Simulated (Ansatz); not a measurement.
Input:

ZrSiO:
```cif
data_O2Si2Zr2
_chemical_formula_sum 'Zr2 Si2 O2'
_space_group_name_H-M_alt 'P4/nmm :1'
_space_group_IT_number 129
_space_group_name_Hall 'P 4ab 2ab -1ab'
_cell_length_a 3.29814
_cell_length_b 3.29814
_cell_length_c 7.29979
_cell_angle_alpha 90.000
_cell_angle_beta 90.000
_cell_angle_gamma 90.000
loop_
_space_group_symop_operation_xyz
  'x, y, z'
  '-y+1/2, x+1/2, z'
  '-x, -y, z'
  'y+1/2, -x+1/2, z'
  'x+1/2, -y+1/2, -z'
  '-y, -x, -z'
  '-x+1/2, y+1/2, -z'
  'y, x, -z'
  '-x+1/2, -y+1/2, -z'
  'y, -x, -z'
  'x+1/2, y+1/2, -z'
  '-y, x, -z'
  '-x, y, z'
  'y+1/2, x+1/2, z'
  'x, -y, z'
  '-y+1/2, -x+1/2, z'
loop_
_atom_site_label
_atom_site_type_symbol
_atom_site_symmetry_multiplicity
_atom_site_Wyckoff_symbol
_atom_site_fract_x
_atom_site_fract_y
_atom_site_fract_z
_atom_site_occupancy
Zr1 Zr 2 c 0.50000 0.00000 0.30932 1
Si1 Si 2 a 0.00000 0.00000 0.00000 1
O1 O 2 c 0.00000 0.50000 0.39016 1
```

This is the r²SCAN-relaxed structure.

All from r²SCAN (plane waves, PAW; program Ansatz), unless another level is named. Estimate the bulk modulus (Birch–Murnaghan fit).

1830 kbar.

What about the highest zone-centre frequency?

501 cm⁻¹.

The first step of the workflow began from a Materials Project structure, measured or hypothetical; the Crystallography Open Database copy checked does not list it. Whether it is the stable phase at ambient conditions was not checked. Symmetry was held in the r²SCAN relaxation; whether a distortion lowers the energy is not shown. The run is not spin-polarised. As this level gives no gap, phonon frequencies hold no LO–TO term and depend on the k-mesh and smearing (Fermi–Dirac, 0.1 eV here).

Potentials: the later of the program's two PAW sets.
